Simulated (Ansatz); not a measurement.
## Notes on KMg2B2

```yaml
crystal:
  lattice:
    - [4.05054, 0.00000, 0.00000]
    - [0.00000, 4.05054, 0.00000]
    - [0.00000, 0.00000, 5.49444]
  atoms:
    - { symbol: Mg, position: [0.00000, 0.50000, 0.50000] }
    - { symbol: Mg, position: [0.50000, 0.00000, 0.50000] }
    - { symbol: B, position: [0.50000, 0.50000, 0.24000] }
    - { symbol: B, position: [0.50000, 0.50000, 0.76000] }
    - { symbol: K, position: [0.00000, 0.00000, 0.00000] }
```

Level: PBE, no spin polarisation; 420 eV; 8×8×6 Γ-centred mesh; fermi-dirac occupations (width 0.1308 eV); Ansatz 0.2.0, fixed geometry.

Question: What do density and ELF say about some of the short contacts?

Answer: Mg–B at 2.48 Å: least valence density 0.19 e/Å³ and ELF 0.11 there. B–B at 2.64 Å: least valence density 0.21 e/Å³ and ELF 0.68 there. Mg–Mg at 2.86 Å: least valence density 0.13 e/Å³ and ELF 0.42 there. These are pseudo-fields; inside the PAW spheres they differ from the all-electron ones.

Question: Give the Bader charges.

Answer: Bader charges in e: K +0.66, Mg +1.31, B -1.64. In the mean Mg gives up most and B takes most.

Question: Is the cell too large or too small?

Answer: The pressure is 2.6 GPa (compression positive), so with the atoms held at these fractions the cell would first expand. The principal stresses -3.2, 5.5, 5.5 GPa differ, so its shape would change too.

Question: What happens at the Fermi level?

Answer: It is a metal, with about 3.3 states/eV a cell as the mean within 0.25 eV of the Fermi level, mostly B p (80 %).

Question: Where is the largest force?

Answer: The largest is on B3 (and as large on other atoms): 0.11 eV/Å, components (0.00, 0.00, -0.11). It makes 125° with the line to a nearest neighbour, Mg1 at 2.48 Å.

Question: What is the formation energy?

Answer: 0.98 eV an atom against the elements' usual phases (free molecules for gases, crystals otherwise, with no correction for O₂ or N₂), so at this geometry it isn't bound against them. Relaxing would lower it.

Origin: a known structure type with other elements, at an estimated volume, so it need not be a known compound. Caveats: many states at the Fermi level without spin polarisation, so a magnetic state may lie lower.
